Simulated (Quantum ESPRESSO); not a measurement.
pw.x input (Quantum ESPRESSO 7.5; PBEsol, PseudoDojo standard norm-conserving files, scalar-relativistic):

```
&CONTROL
  calculation = 'scf'
  pseudo_dir = './pseudo'
  outdir = './out'
  tprnfor = .true.
  tstress = .true.
/
&SYSTEM
  ibrav = 0
  nat = 2
  ntyp = 1
  ecutwfc = 84.0
  ecutrho = 336.0
  occupations = 'smearing'
  smearing = 'fd'
  degauss = 0.005
  nbnd = 24
/
&ELECTRONS
  conv_thr = 2e-10
/
ATOMIC_SPECIES
Zn 65.3800 Zn.upf
CELL_PARAMETERS angstrom
  2.614359924000   0.000000000000   0.000000000000
 -1.307179962000   2.264102109000   0.000000000000
  0.000000000000   0.000000000000   4.873160000000
ATOMIC_POSITIONS crystal
Zn   0.333333333000   0.666666667000   0.250000000000
Zn   0.666666667000   0.333333333000   0.750000000000
K_POINTS automatic
21 21 10 0 0 0
```

End of the output:

```
     total energy              =    -835.66683958 Ry
     estimated scf accuracy    <       0.00000010 Ry
     total energy              =    -835.66683965 Ry
     estimated scf accuracy    <       0.00000002 Ry
     total energy              =    -835.66683965 Ry
     estimated scf accuracy    <          9.6E-09 Ry
[...]
     the Fermi energy is    15.8749 ev
!    total energy              =    -835.66683965 Ry
     estimated scf accuracy    <          1.3E-10 Ry
     smearing contrib. (-TS)   =      -0.00049642 Ry
     internal energy E=F+TS    =    -835.66634324 Ry
     The total energy is F=E-TS. E is the sum of the following terms:
     one-electron contribution =    -518.02040718 Ry
     hartree contribution      =     272.22025775 Ry
     xc contribution           =     -88.96603731 Ry
     ewald contribution        =    -500.90015650 Ry
     convergence has been achieved in   9 iterations
     Forces acting on atoms (cartesian axes, Ry/au):
     atom    1 type  1   force =    -0.00000000   -0.00000000    0.00000000
     atom    2 type  1   force =     0.00000000    0.00000000    0.00000000
     Total force =     0.000000     Total SCF correction =     0.000000
     Computing stress (Cartesian axis) and pressure
          total   stress  (Ry/bohr**3)                   (kbar)     P=      -15.07
  -0.00014256   0.00000000   0.00000000          -20.97        0.00        0.00
   0.00000000  -0.00014256   0.00000000            0.00      -20.97        0.00
   0.00000000   0.00000000  -0.00002232            0.00        0.00       -3.28
```

Geometry of the Materials Project entry, not relaxed at this level.
